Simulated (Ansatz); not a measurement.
## La3Os: Field gradients at the nuclei

The cell is a computed structure from the Materials Project (it need not be an observed phase), atoms as given.

```
La Os
1.0
     7.49141    0.00000    0.00000
     0.00000   10.11665    0.00000
     0.00000    0.00000    6.61813
La Os
12 4
Direct
  0.67025 0.07025 0.32612
  0.17025 0.42975 0.17388
  0.32975 0.57025 0.67388
  0.82975 0.92975 0.82612
  0.32975 0.92975 0.67388
  0.82975 0.57025 0.82612
  0.67025 0.42975 0.32612
  0.17025 0.07025 0.17388
  0.54452 0.25000 0.84839
  0.04452 0.25000 0.65161
  0.45548 0.75000 0.15161
  0.95548 0.75000 0.34839
  0.88098 0.25000 0.05292
  0.38098 0.25000 0.44708
  0.11902 0.75000 0.94708
  0.61902 0.75000 0.55292
```

Sites (sets of like atoms) are named by element and the number of their first atom in this list.

Computed with Ansatz: DFT, r2SCAN, plane waves and PAW, scalar-relativistic, 500 eV cutoff, Γ-centred 5×4×5 k-points, Fermi–Dirac smearing 0.05 eV.

Conventions: |V_zz| ≥ |V_yy| ≥ |V_xx|, η = (V_xx − V_yy)/V_zz, C_Q = eQV_zz/h. Directions are in the Cartesian axes of the cell vectors above, for the atom listed; none is given where the gradient is under 0.02 or η is above 0.95.

(1) Give the quadrupolar parameters of the distinct sites.

Answers

(1) 

```
site  first atom                      first shell  V_zz (10²¹ V/m²)     η  direction of V_zz (x, y, z)
 La1           1  2 Os at 2.94–3.01 Å, angle 100°             -7.47  0.52              0.18 0.87 -0.47
 La9           9  2 Os at 2.86–2.92 Å, angle 143°              5.30  0.30               0.00 1.00 0.00
  Os          13              6 La at 2.86–3.01 Å            -13.46  0.60               0.00 1.00 0.00
```

At La9 V_zz stands upright on the plane of its two bonds (within 1°).

With no gap above 0.1 eV, as in a metal, the gradients converge slowly in k; expect changes of a tenth or more on a denser mesh. Spin–orbit coupling is left out, which shifts gradients on Os by a few per cent in wide-gap crystals, and can shift them far more where the calculated gap is small or absent, as here.
